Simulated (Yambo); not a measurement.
Consider the following.

```
CELL_PARAMETERS angstrom
      0.00000     5.07254     5.07254
      5.07254     0.00000     5.07254
      5.07254     5.07254     0.00000
ATOMIC_POSITIONS crystal
  Al 0.00000 0.00000 0.00000
  Cl 0.76855 0.23145 0.23145
  Cl 0.23145 0.76855 0.76855
  Cl 0.23145 0.76855 0.23145
  Cl 0.76855 0.23145 0.76855
  Cl 0.23145 0.23145 0.76855
  Cl 0.76855 0.76855 0.23145
  K  0.75000 0.75000 0.75000
  K  0.25000 0.25000 0.25000
  Ag 0.50000 0.50000 0.50000
```

Workflow: norm-conserving PBEsol (Quantum ESPRESSO, 82 Ry, without SOC), then G0W0 in Yambo (2×2×2 Γ-centred k mesh, bands 5 to 372 and a 7 Ry block in the screening, 372 bands in G with the Bruneval-Gonze terminator, plasmon pole fitted at 27.2 eV).

Question: Give the PBEsol and G0W0 gaps between the band edges found on this mesh, and say where the edges lie.

Answer: Edges: Γ → Γ. PBEsol: 2.09 eV; G0W0: 4.41 eV. Nearest settings tried, and what they do to the gap: 239 bands in W, 239 bands in G: +60 meV; 6 Ry block (459 vectors against 561): -18 meV. Not varied: mesh. So the settings aren't converged at that level. The k mesh is coarse. Spin-orbit splittings are left out.

Geometry of the Materials Project entry, not relaxed at this level.

The structure is a Materials Project entry; no match was found in the copy of COD used, and its stability was not checked.
